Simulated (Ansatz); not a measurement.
A relaxed structure of InP. Space group P6₃mc (No. 186), AFLOW prototype AB_hP8_186_ab_ab (B5, as in SiC). All values below come from r2SCAN (plane waves to 500 eV, PAW, scalar-relativistic; Ansatz, a program for electronic structure).

Space group P6₃mc (No. 186); a = b = 4.1727 Å, c = 13.6655 Å, α = β = 90.00°, γ = 120.00°

```
atom  site  symmetry       x       y       z
----  ----  --------  ------  ------  ------
In      2b       3m.  0.6667  0.3333  0.0951
In      2a       3m.  0.0000  0.0000  0.3450
P       2a       3m.  0.0000  0.0000  0.1580
P       2b       3m.  0.3333  0.6667  0.4075
```

### Question
What is the computed band gap (r2SCAN)?

### Answer
1.07 eV, direct at Γ (no spin-orbit coupling).

No spin polarisation in the result.

It was reached from a disturbed copy of a P6₃/mmc (No. 194) cell, against which it lies -0.31 eV/atom.

The first start was generated by placing the elements on the sites of a structure type. Materials Project lists a structure of InP in the same space group, P6₃mc (No. 186); the sites were not compared with it, nor with measured phases. Known forms of InP include space group No. 216.
